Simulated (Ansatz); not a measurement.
BaTe (rock salt, Fm-3m), DFT-r²SCAN in the program Ansatz with PAW potentials: ε∞ = 5.31, cell volume 88.09 Å³. Infrared-active transverse modes:

```csv
ω_TO (cm⁻¹),oscillator strength S_xx (e²/amu)
93.5,0.09658
```

### Question
Compute the static dielectric constant.

### Answer
Each mode adds (4.921e7/V) S/ω²: 6.18. So ε0 = 11.5.

### Question
What LO frequency does the Lyddane–Sachs–Teller relation give?

### Answer
ω_LO = ω_TO √(ε0/ε∞) = 137 cm⁻¹.

The cell was relaxed with r²SCAN under the symmetry of its start; of distortions, only those at the zone centre were tested. Spin–orbit coupling is left out wherever it is not named.

Potentials: the later of the program's two PAW sets.
